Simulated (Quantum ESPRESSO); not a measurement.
## Pd3TaInRu2Rh (one run as intended and one with a planted mistake)

Computed values, not a measurement. The program is pw.x of Quantum ESPRESSO 7.5 (plane-wave density functional theory). The cell is made up: eight metal atoms on a face-centred cubic lattice, with elements, volume, strain and displacements drawn at random and not relaxed, so it may be unstable or far from any real phase. PseudoDojo standard norm-conserving files set the functional (PBE unless stated); there is no spin polarisation or spin-orbit coupling, the Fermi-Dirac width of 0.25 eV means electrons at about 2900 K, and the masses in the input are unused placeholders. Heavy elements are run without spin-orbit coupling, which real alloys of them have. A spin test at this wide smearing found no moment, but such smearing suppresses magnetism that the real alloy may have.

Intended input:

```
&control calculation='scf', pseudo_dir='./dojo.nc.sr.pbe.v0_5.standard.upf', outdir='./o', disk_io='minimal', tprnfor=.true., tstress=.true. /
&system ibrav=0, nat=8, ntyp=5, nbnd=82, ecutwfc=87.97787729, nosym=.true., tot_charge=0,
 occupations='smearing', smearing='fd', degauss=0.0183746611
/
&electrons conv_thr=1.470e-08, electron_maxstep=70, mixing_beta=0.5 /
ATOMIC_SPECIES
In 1.0 In.upf
Pd 1.0 Pd.upf
Rh 1.0 Rh.upf
Ru 1.0 Ru.upf
Ta 1.0 Ta.upf
CELL_PARAMETERS angstrom
-0.0041 2.0396 2.0883
0.0073 4.0222 -4.1195
-8.2163 -2.0102 2.0753
ATOMIC_POSITIONS angstrom
Pd 0.0437 0.0229 0.0417
Ta -4.087 -0.0229 0.0814
Pd 0.0214 1.9896 -2.0951
Pd -4.091 2.0523 -2.0081
In -6.1952 0.0359 2.0466
Ru -1.9985 1.9283 -0.0209
Ru -6.2006 2.0492 0.059
Rh -2.1661 4.1521 -1.9799
K_POINTS automatic
8 4 3 1 1 1
```

The log is shortened where brackets say so; the opening notice, blank lines, dates and the lines on written files are dropped, and the path of the files is cut. It prints rydbergs, bohrs and kilobars, and counts compression as positive stress. Its total energy is the free energy E - TS of the whole cell.

Log of the intended run:

```
     Program PWSCF v.7.5
     Parallel version (MPI & OpenMP), running on       4 processor cores
     Number of MPI processes:                 4
     Threads/MPI process:                     1
     [start-up lines left out]
     bravais-lattice index     =            0
     lattice parameter (alat)  =       5.5162  a.u.
     unit-cell volume          =     931.1752 (a.u.)^3
     number of atoms/cell      =            8
     number of atomic types    =            5
     number of electrons       =       129.00
     number of Kohn-Sham states=           82
     kinetic-energy cutoff     =      87.9779  Ry
     charge density cutoff     =     351.9115  Ry
     scf convergence threshold =      1.5E-08
     mixing beta               =       0.5000
     number of iterations used =            8  plain     mixing
     Exchange-correlation= PBE
                           (   1   4   3   4   0   0   0)
     [axes and pseudopotential details left out]
   Cartesian axes
     site n.     atom                  positions (alat units)
         1        Pd     tau(   1) = (   0.0149705   0.0078450   0.0142854  )
         2        Ta     tau(   2) = (  -1.4001025  -0.0078450   0.0278856  )
         3        Pd     tau(   3) = (   0.0073311   0.6815865  -0.7177281  )
         4        Pd     tau(   4) = (  -1.4014728   0.7030659  -0.6879241  )
         5        In     tau(   5) = (  -2.1223183   0.0122984   0.7011132  )
         6        Ru     tau(   6) = (  -0.6846354   0.6605866  -0.0071598  )
         7        Ru     tau(   7) = (  -2.1241682   0.7020039   0.0202119  )
         8        Rh     tau(   8) = (  -0.7420509   1.4224041  -0.6782635  )
     number of k points=    48  Fermi-Dirac smearing, width (Ry)=  0.0184
                       cart. coord. in units 2pi/alat
        k(    1) = (  -0.0814457   0.0900756  -0.0007711), wk =   0.0416667
        k(    2) = (   0.1555125   0.0900988  -0.0003285), wk =   0.0416667
     [further k points left out]
     Dense  grid:   103855 G-vectors     FFT dimensions: (  36,  72, 100)
     Estimated max dynamical RAM per process >     400.44 MB
     Estimated total dynamical RAM >       1.49 GB
     Initial potential from superposition of free atoms
     starting charge     128.9925, renormalised to     129.0000
     Starting wfcs are   76 randomized atomic wfcs +    6 random wfcs
     total cpu time spent up to now is        4.0 secs
     per-process dynamical memory:   307.7 Mb
     Self-consistent Calculation
     iteration #  1     ecut=    87.98 Ry     beta= 0.50
     Davidson diagonalization with overlap
     ethr =  1.00E-02,  avg # of iterations =  3.1
     total cpu time spent up to now is       13.6 secs
     total energy              =   -1705.74475791 Ry
     estimated scf accuracy    <      14.51832326 Ry
     iteration #  2     ecut=    87.98 Ry     beta= 0.50
     Davidson diagonalization with overlap
     ethr =  1.00E-02,  avg # of iterations =  3.0
     total cpu time spent up to now is       24.2 secs
     total energy              =   -1706.56846017 Ry
     estimated scf accuracy    <     105.16724712 Ry
     [iterations 3 to 18 left out]
     iteration # 19     ecut=    87.98 Ry     beta= 0.50
     Davidson diagonalization with overlap
     ethr =  1.09E-09,  avg # of iterations =  1.0
     total cpu time spent up to now is      156.4 secs
     total energy              =   -1714.96256776 Ry
     estimated scf accuracy    <       0.00000007 Ry
     iteration # 20     ecut=    87.98 Ry     beta= 0.50
     Davidson diagonalization with overlap
     ethr =  5.79E-11,  avg # of iterations =  3.8
     total cpu time spent up to now is      165.1 secs
     End of self-consistent calculation
     [lines on levels left out]
!    total energy              =   -1714.96256776 Ry
     estimated scf accuracy    <       0.00000001 Ry
     smearing contrib. (-TS)   =      -0.14140220 Ry
     internal energy E=F+TS    =   -1714.82116557 Ry
     The total energy is F=E-TS. E is the sum of the following terms:
     one-electron contribution =    -515.48767962 Ry
     hartree contribution      =     336.83948295 Ry
     xc contribution           =    -302.27257020 Ry
     ewald contribution        =   -1233.90039870 Ry
     convergence has been achieved in  20 iterations
     Forces acting on atoms (cartesian axes, Ry/au):
     atom    1 type  2   force =    -0.02754296   -0.00561404   -0.00114561
     atom    2 type  5   force =     0.07504638    0.05579582   -0.05058742
     atom    3 type  2   force =    -0.01791121    0.01079098   -0.00270091
     atom    4 type  2   force =     0.00741228   -0.01428019    0.01142018
     atom    5 type  1   force =    -0.03990123   -0.02499541    0.02872293
     atom    6 type  4   force =    -0.02782140   -0.00244275    0.01204684
     atom    7 type  4   force =     0.03452885   -0.01954907    0.01324814
     atom    8 type  3   force =    -0.00381072    0.00029466   -0.01100417
     Total force =     0.137048     Total SCF correction =     0.000722
     Computing stress (Cartesian axis) and pressure
          total   stress  (Ry/bohr**3)                   (kbar)     P=     -125.20
  -0.00088854   0.00009047  -0.00013076         -130.71       13.31      -19.24
   0.00009047  -0.00080699   0.00000292           13.31     -118.71        0.43
  -0.00013076   0.00000292  -0.00085770          -19.24        0.43     -126.17
     init_run     :      3.80s CPU      3.93s WALL (       1 calls)
     electrons    :    157.35s CPU    161.08s WALL (       1 calls)
     forces       :      1.43s CPU      1.44s WALL (       1 calls)
     stress       :      4.86s CPU      4.86s WALL (       1 calls)
     [timing details left out]
     PWSCF        :   2m47.54s CPU   2m51.47s WALL
     JOB DONE.
```

A second run has one planted mistake: one atom is of a wrong element. The input lines that differ:

```
- &system ibrav=0, nat=8, ntyp=5, nbnd=82, ecutwfc=87.97787729, nosym=.true., tot_charge=0,
+ &system ibrav=0, nat=8, ntyp=5, nbnd=81, ecutwfc=87.97787729, nosym=.true., tot_charge=0,
- Ta 1.0 Ta.upf
+ Sc 1.0 Sc.upf
- Ta -4.087 -0.0229 0.0814
+ Sc -4.087 -0.0229 0.0814
```

Its log:

```
     Program PWSCF v.7.5
     Parallel version (MPI & OpenMP), running on       4 processor cores
     Number of MPI processes:                 4
     Threads/MPI process:                     1
     [start-up lines left out]
     bravais-lattice index     =            0
     lattice parameter (alat)  =       5.5162  a.u.
     unit-cell volume          =     931.1752 (a.u.)^3
     number of atoms/cell      =            8
     number of atomic types    =            5
     number of electrons       =       127.00
     number of Kohn-Sham states=           81
     kinetic-energy cutoff     =      87.9779  Ry
     charge density cutoff     =     351.9115  Ry
     scf convergence threshold =      1.5E-08
     mixing beta               =       0.5000
     number of iterations used =            8  plain     mixing
     Exchange-correlation= PBE
                           (   1   4   3   4   0   0   0)
     [axes and pseudopotential details left out]
   Cartesian axes
     site n.     atom                  positions (alat units)
         1        Pd     tau(   1) = (   0.0149705   0.0078450   0.0142854  )
         2        Sc     tau(   2) = (  -1.4001025  -0.0078450   0.0278856  )
         3        Pd     tau(   3) = (   0.0073311   0.6815865  -0.7177281  )
         4        Pd     tau(   4) = (  -1.4014728   0.7030659  -0.6879241  )
         5        In     tau(   5) = (  -2.1223183   0.0122984   0.7011132  )
         6        Ru     tau(   6) = (  -0.6846354   0.6605866  -0.0071598  )
         7        Ru     tau(   7) = (  -2.1241682   0.7020039   0.0202119  )
         8        Rh     tau(   8) = (  -0.7420509   1.4224041  -0.6782635  )
     number of k points=    48  Fermi-Dirac smearing, width (Ry)=  0.0184
                       cart. coord. in units 2pi/alat
        k(    1) = (  -0.0814457   0.0900756  -0.0007711), wk =   0.0416667
        k(    2) = (   0.1555125   0.0900988  -0.0003285), wk =   0.0416667
     [further k points left out]
     Dense  grid:   103855 G-vectors     FFT dimensions: (  36,  72, 100)
     Estimated max dynamical RAM per process >     383.72 MB
     Estimated total dynamical RAM >       1.42 GB
     Initial potential from superposition of free atoms
     starting charge     126.9908, renormalised to     127.0000
     Starting wfcs are   76 randomized atomic wfcs +    5 random wfcs
     total cpu time spent up to now is        3.9 secs
     per-process dynamical memory:   301.9 Mb
     Self-consistent Calculation
     iteration #  1     ecut=    87.98 Ry     beta= 0.50
     Davidson diagonalization with overlap
     ethr =  1.00E-02,  avg # of iterations =  3.1
     total cpu time spent up to now is       13.2 secs
     total energy              =   -1666.62585535 Ry
     estimated scf accuracy    <      22.75024569 Ry
     iteration #  2     ecut=    87.98 Ry     beta= 0.50
     Davidson diagonalization with overlap
     ethr =  1.00E-02,  avg # of iterations =  3.4
     total cpu time spent up to now is       24.4 secs
     total energy              =   -1669.52944974 Ry
     estimated scf accuracy    <     154.77382100 Ry
     [iterations 3 to 20 left out]
     iteration # 21     ecut=    87.98 Ry     beta= 0.50
     Davidson diagonalization with overlap
     ethr =  3.55E-11,  avg # of iterations =  2.3
     total cpu time spent up to now is      171.1 secs
     total energy              =   -1681.59274738 Ry
     estimated scf accuracy    <       0.00000003 Ry
     iteration # 22     ecut=    87.98 Ry     beta= 0.50
     Davidson diagonalization with overlap
     ethr =  2.23E-11,  avg # of iterations =  1.2
     total cpu time spent up to now is      178.2 secs
     End of self-consistent calculation
     [lines on levels left out]
!    total energy              =   -1681.59274737 Ry
     estimated scf accuracy    <          9.8E-09 Ry
     smearing contrib. (-TS)   =      -0.14351440 Ry
     internal energy E=F+TS    =   -1681.44923297 Ry
     The total energy is F=E-TS. E is the sum of the following terms:
     one-electron contribution =    -540.60216099 Ry
     hartree contribution      =     346.07160144 Ry
     xc contribution           =    -289.08640056 Ry
     ewald contribution        =   -1197.83227286 Ry
     convergence has been achieved in  22 iterations
     Forces acting on atoms (cartesian axes, Ry/au):
     atom    1 type  2   force =    -0.02887925   -0.00693971    0.00035459
     atom    2 type  5   force =     0.05545572    0.03897933   -0.03926897
     atom    3 type  2   force =    -0.01661562    0.00934423   -0.00168307
     atom    4 type  2   force =     0.00508221   -0.01539868    0.01244120
     atom    5 type  1   force =    -0.04526008   -0.02366143    0.02739107
     atom    6 type  4   force =     0.00131633    0.01085774    0.00586085
     atom    7 type  4   force =     0.01112539   -0.01061713    0.00460118
     atom    8 type  3   force =     0.01777530   -0.00256434   -0.00969685
     Total force =     0.109498     Total SCF correction =     0.000347
     Computing stress (Cartesian axis) and pressure
          total   stress  (Ry/bohr**3)                   (kbar)     P=      -92.48
  -0.00060478   0.00009372  -0.00011925          -88.97       13.79      -17.54
   0.00009372  -0.00060106   0.00010435           13.79      -88.42       15.35
  -0.00011925   0.00010435  -0.00068025          -17.54       15.35     -100.07
     init_run     :      3.73s CPU      3.87s WALL (       1 calls)
     electrons    :    170.36s CPU    174.29s WALL (       1 calls)
     forces       :      1.29s CPU      1.31s WALL (       1 calls)
     stress       :      4.23s CPU      4.23s WALL (       1 calls)
     [timing details left out]
     PWSCF        :   2m59.70s CPU   3m 3.82s WALL
     JOB DONE.
```

|  | intended run | run with the mistake |
| --- | --- | --- |
| free energy (eV) | -23333.254 | -22879.235 |
| entropy term -TS, part of it (eV) | -1.924 | -1.953 |
| pressure (GPa) | -12.52 | -9.25 |
| size of the largest force component (eV/Å) | 1.930 | 1.426 |
| largest change of a force component (eV/Å) |  | 0.749 |
| iterations | 20 | 22 |

For scale, a rerun of the intended cell at a higher cutoff and on a denser mesh moved values by no more than 0.007 eV in energy, 0.07 GPa in stress and 0.007 eV/Å in force, and a second program with other atomic files agreed on that cell to 2 % rms in force and 0.5 GPa in pressure. Files of another functional or element have another zero of energy, so the energy change says nothing on stability. The number of bands, nbnd, was set by rule from the electron count, so it follows the mistake.